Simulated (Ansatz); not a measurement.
Space group P6_3/mmc (No. 194). a = 3.115 Å, b = 3.115 Å, c = 11.772 Å, α = 90.00°, β = 90.00°, γ = 120.00°
| atom | site | symmetry | x | y | z |
| --- | --- | --- | --- | --- | --- |
| W | 2c | -6m2 | 0.3333 | 0.6667 | 0.2500 |
| S | 4f | 3m. | 0.3333 | 0.6667 | 0.6164 |

Equation of state of this WS2 structure (not necessarily the ground state), with shape and atoms relaxed at each volume where symmetry leaves them free. Theory: DFT PBEsol+D3(BJ), scalar-relativistic, plane waves, PAW in Ansatz.

Settings: cutoff 420 eV, Γ-centred mesh 12×12×4 on the computed 6-atom cell, Gaussian smearing of 0.02 eV; no spin polarisation.

```csv
V (Å³/atom),E − E(largest V) (meV/atom),P (GPa),gap on mesh (eV)
14.506,54.00,15.04,0.08
15.001,15.81,9.93,0.24
15.495,-8.05,5.76,0.39
15.990,-20.49,2.47,0.53
16.484,-24.12,0.00,0.66
16.979,-21.23,-1.77,0.79
17.473,-13.85,-2.99,0.91
18.133,0.00,-3.69,1.09
```

**Question.** Fit a third-order Birch–Murnaghan equation to E(V).

**Answer.** V0 = 16.50 Å³/atom, B0 = 67 GPa, B0' = 9.6. B0' is unusual or poorly fixed by this range.

Spin-orbit coupling is left out, which matters for the bands of heavy elements.

Cost: 8 runs of about 5.8 core-minutes in all, on Intel Xeon Platinum 8488C (Sapphire Rapids) (shared hosts).